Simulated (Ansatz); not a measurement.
AlNi (CsCl type, space group No. 221) under volume change, r²SCAN (plane waves, PAW; program Ansatz), shape and atoms relaxed at each volume.

| V (Å³/atom) | E − E(relaxed) (meV/atom) | P (GPa) |
|---|---|---|
| 10.681 | 61.8 | 20.37 |
| 11.033 | 25.9 | 12.46 |
| 11.385 | 6.1 | 5.73 |
| 11.738 | 0.0 | 0.00 |
| 12.090 | 5.5 | -4.89 |
| 12.442 | 21.0 | -9.07 |
| 12.794 | 44.9 | -12.63 |

Q: What does a third-order Birch–Murnaghan fit give for V₀, B₀ and B′?

A: V₀ = 11.74 Å³/atom, B₀ = 176 GPa, B′ = 4.3.

Space group Pm-3m (CsCl type). The cell was relaxed with r²SCAN under the symmetry of its start. No spin polarisation was allowed.

Potentials: the later of the program's two PAW sets.
